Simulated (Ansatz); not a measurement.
Given:

CdS:
```cif
data_Cd2S2
_chemical_formula_sum 'Cd2 S2'
_space_group_name_H-M_alt 'P63mc'
_space_group_IT_number 186
_space_group_name_Hall 'P 6c -2c'
_cell_length_a 4.07387
_cell_length_b 4.07387
_cell_length_c 6.63852
_cell_angle_alpha 90.000
_cell_angle_beta 90.000
_cell_angle_gamma 120.000
loop_
_atom_site_label
_atom_site_type_symbol
_atom_site_symmetry_multiplicity
_atom_site_Wyckoff_symbol
_atom_site_fract_x
_atom_site_fract_y
_atom_site_fract_z
_atom_site_occupancy
Cd1 Cd 2 b 0.33333 0.66667 0.00047 1
S1 S 2 b 0.33333 0.66667 0.37653 1
```

This is the LDA-relaxed structure.

All from DFT-LDA in the program Ansatz with PAW potentials, unless another level is named. Estimate the electronic dielectric constant ε∞ (DFPT).

6.41 (xx = yy), 6.57 (zz).

Next, the Born charges (a third of the trace)?

Cd +2.10, S -2.10 e.

And the static dielectric constant ε0 (ions relaxed, cell fixed)?

9.29 (xx = yy), 9.94 (zz).

Space group P6_3mc (wurtzite). The cell was relaxed with LDA under the symmetry of its start. Spin–orbit coupling is left out wherever it is not named.

Potentials: the earlier of the program's two PAW sets. The files were generated under PBE; for other functionals the program regenerates the frozen cores, and for LDA and PBEsol the local potential too.
